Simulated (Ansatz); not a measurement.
## La3MgTi4O12: field gradients at two levels of theory

Cell: a Materials Project structure (computed, not necessarily an observed phase).

Space group Amm2 (No. 38); a = 7.9319, b = 7.8130, c = 7.7886 Å.

```csv
site,Wyckoff,site symmetry,x,y,z
La1,2b,mm2,0.5000,0.0000,0.7705
La2,2a,mm2,0.0000,0.0000,0.7381
La3,2b,mm2,0.5000,0.0000,0.2628
Mg,2a,mm2,0.0000,0.0000,0.2312
Ti,8f,1,0.2434,0.7509,0.4995
O9,4c,.m.,0.3003,0.0000,0.0353
O11,8f,1,0.2520,0.8025,0.7488
O13,4d,m..,0.0000,0.6899,0.5309
O14,4e,m..,0.5000,0.7956,0.4975
O17,4c,.m.,0.1876,0.0000,0.4352
```

One atom of each set is listed; the run and its k-mesh use a cell of 20 atoms with edges of 7.93, 5.52, 5.52 Å.

First run. Method: Kohn–Sham DFT in Ansatz, PBE, plane waves and PAW, scalar-relativistic, 420 eV cutoff, Γ-centred 4×6×6 k-points, Fermi–Dirac smearing 0.05 eV.

```tsv
site	V_zz (10²¹ V/m²)	η
La1	-13.12	0.23
La2	-11.56	0.64
La3	-22.2	0.71
Mg	-1.98	0.14
Ti	-2.41	0.47
O9	1.33	0.95
O11	-1.37	0.64
O13	0.78	0.69
O14	0.96	0.81
O17	-0.36	0.85
```

Second run. The same atoms and settings, except that the functional is r2SCAN and the cutoff is 500 eV.

Task: What does the second run give?

Result: 

| site | V_zz | η | change of V_zz |
| --- | --- | --- | --- |
| La1 | -13.50 | 0.24 | -0.38 |
| La2 | -11.84 | 0.68 | -0.28 |
| La3 | -22.9 | 0.72 | -0.72 |
| Mg | -1.97 | 0.13 | +0.01 |
| Ti | -2.44 | 0.53 | -0.03 |
| O9 | 1.39 | 0.93 | +0.06 |
| O11 | -1.41 | 0.59 | -0.04 |
| O13 | 0.86 | 0.67 | +0.08 |
| O14 | 0.99 | 0.79 | +0.03 |
| O17 | -0.45 | 0.66 | -0.09 |

The largest change of V_zz is on La3, from -22.2 to -22.9. In per cent, |V_zz| changes by +2 to +3 on La, +1 on Ti (all sites that start above 2). Where |V_zz| stays above 0.1, η moves most on O17, from 0.85 to 0.66.

The run finds no gap above 0.1 eV (a metal, or nearly one), so the gradients can move by 10 % or more with the k-mesh. Without spin–orbit coupling (the program notes it for La) the gradients can shift somewhat, as the gap is small. Semilocal functionals can leave a metal where correlation in the d or f shell opens a gap in the real compound, and that would change the values at and beside Ti.
For the second run: At this cell the principal stresses reach 5 GPa in size with r2SCAN, which can matter for small gradients.
